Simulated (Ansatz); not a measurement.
Relaxation of a randomly generated symmetric cell of Te2Mo (space group No. 64); 6 atoms in the cell, which starts as Cmce (No. 64), oS12; a = 6.663 Å, b = 8.917 Å, c = 7.450 Å, α = 90.00°, β = 90.00°, γ = 90.00°. All values below come from PBE (plane waves to 420 eV, PAW, scalar-relativistic; Ansatz, an electronic-structure program). Γ-centred k-mesh 5×5×3 on the run's cell (coarser than for final values), Fermi–Dirac smearing 0.05 eV. This is the first round of the run. 

The optimiser's lines from the output (shortened; P is positive under compression):

```
relax step   1: F+E_penalty+E_count = -37825.45508354 eV  Δ(F+E_penalty+E_count) = +0.000e0 eV  max|allowed force component| = 5.445e-1 eV/Å  Δτ_max = 0.0000 Å  P = -11.775 GPa  Ω = 221.296 Å³  (11 SCF iters, dr2 threshold 1.00e-7 eV, accepted)
relax step   2: F+E_penalty+E_count = -37827.22212932 eV  Δ(F+E_penalty+E_count) = -1.767e0 eV  max|allowed force component| = 2.401e-1 eV/Å  Δτ_max = 0.0393 Å  P = -10.395 GPa  Ω = 199.070 Å³  (7 SCF iters, dr2 threshold 6.00e-7 eV, accepted)
relax step   3: F+E_penalty+E_count = -37828.49651097 eV  Δ(F+E_penalty+E_count) = -1.274e0 eV  max|allowed force component| = 1.761e-1 eV/Å  Δτ_max = 0.0027 Å  P = -7.946 GPa  Ω = 180.703 Å³  (6 SCF iters, dr2 threshold 6.00e-7 eV, accepted)
relax step   4: F+E_penalty+E_count = -37829.48268907 eV  Δ(F+E_penalty+E_count) = -9.862e-1 eV  max|allowed force component| = 4.399e-1 eV/Å  Δτ_max = 0.0881 Å  P = -6.257 GPa  Ω = 168.173 Å³  (7 SCF iters, dr2 threshold 6.00e-7 eV, accepted)
relax step   5: F+E_penalty+E_count = -37830.35256240 eV  Δ(F+E_penalty+E_count) = -8.699e-1 eV  max|allowed force component| = 3.860e-1 eV/Å  Δτ_max = 0.1649 Å  P = -4.777 GPa  Ω = 158.673 Å³  (7 SCF iters, dr2 threshold 6.00e-7 eV, accepted)
relax step   6: F+E_penalty+E_count = -37830.79973324 eV  Δ(F+E_penalty+E_count) = -4.472e-1 eV  max|allowed force component| = 5.303e-2 eV/Å  Δτ_max = 0.1927 Å  P = -0.130 GPa  Ω = 147.823 Å³  (7 SCF iters, dr2 threshold 6.00e-7 eV, accepted)
relax step   7: F+E_penalty+E_count = -37830.81206812 eV  Δ(F+E_penalty+E_count) = -1.233e-2 eV  max|allowed force component| = 3.356e-4 eV/Å  Δτ_max = 0.0212 Å  P = +0.087 GPa  Ω = 147.580 Å³  (6 SCF iters, dr2 threshold 6.00e-7 eV, accepted)
relax step   8: F+E_penalty+E_count = -37830.81254609 eV  Δ(F+E_penalty+E_count) = -4.780e-4 eV  max|allowed force component| = 4.162e-5 eV/Å  Δτ_max = 0.0001 Å  P = +0.014 GPa  Ω = 147.713 Å³  (5 SCF iters, dr2 threshold 1.03e-7 eV, accepted)
relax step   9: F+E_penalty+E_count = -37830.81257536 eV  Δ(F+E_penalty+E_count) = -2.927e-5 eV  max|allowed force component| = 2.250e-4 eV/Å  Δτ_max = 0.0001 Å  P = -0.056 GPa  Ω = 147.839 Å³  (5 SCF iters, dr2 threshold 1.10e-8 eV, accepted)
relax step  10: F+E_penalty+E_count = -37830.81262997 eV  Δ(F+E_penalty+E_count) = -5.460e-5 eV  max|allowed force component| = 9.300e-4 eV/Å  Δτ_max = 0.0003 Å  P = +0.001 GPa  Ω = 147.758 Å³  (6 SCF iters, dr2 threshold 1.43e-8 eV, accepted)
relax step  11: F+E_penalty+E_count = -37830.80777654 eV  Δ(F+E_penalty+E_count) = +4.853e-3 eV  max|allowed force component| = 9.308e-4 eV/Å  Δτ_max = 0.0000 Å  P = -0.015 GPa  Ω = 147.758 Å³  stress off target by 2.43e-2 GPa  SCF on the basis re-selected at this cell (its energy is not comparable with the rows above)  (8 SCF iters)
relax step  12: F+E_penalty+E_count = -37830.80779065 eV  Δ(F+E_penalty+E_count) = -1.411e-5 eV  max|allowed force component| = 7.039e-5 eV/Å  Δτ_max = 0.0004 Å  P = +0.002 GPa  Ω = 147.738 Å³  (6 SCF iters, dr2 threshold 1.48e-9 eV, accepted)
relax step  13: F+E_penalty+E_count = -37830.80778484 eV  Δ(F+E_penalty+E_count) = +5.813e-6 eV  max|allowed force component| = 7.171e-5 eV/Å  Δτ_max = 0.0000 Å  P = +0.002 GPa  Ω = 147.738 Å³  stress off target by 5.51e-3 GPa  SCF on the basis re-selected at this cell (its energy is not comparable with the rows above)  (5 SCF iters)
```

From the first to the last row the energy changes by -0.89 eV/atom and the volume by -33.2 %. The last row is marked as not comparable with the walk above it, whose basis was carried along; it does compare with step 1, since both stand on a basis selected at the nominal cutoff for their own cell.

Later rounds, restarted from the end of this one on a renewed k-mesh, logged 10 more steps and released under 0.01 eV/atom more. The final structure after all rounds: Fm-3m (No. 225), cF12, AFLOW prototype AB2_cF12_225_a_c (C1, as in CaF2); a = b = c = 6.6547 Å, α = β = γ = 90.00°. Between re-selections the logged energies stand on a plane-wave basis carried along with the cell. No spin polarisation in the result. A magnetic state may lie lower.

The run could not lose the symmetry of its start; a randomly shaken copy of 6 atoms returns to this structure.

The relaxed structure here is a generated cell of Te2Mo: the first start was made by a random draw of sites in a space group, and the end was not matched to a known phase here, so it may be hypothetical. Known forms of Te2Mo include space group No. 194.
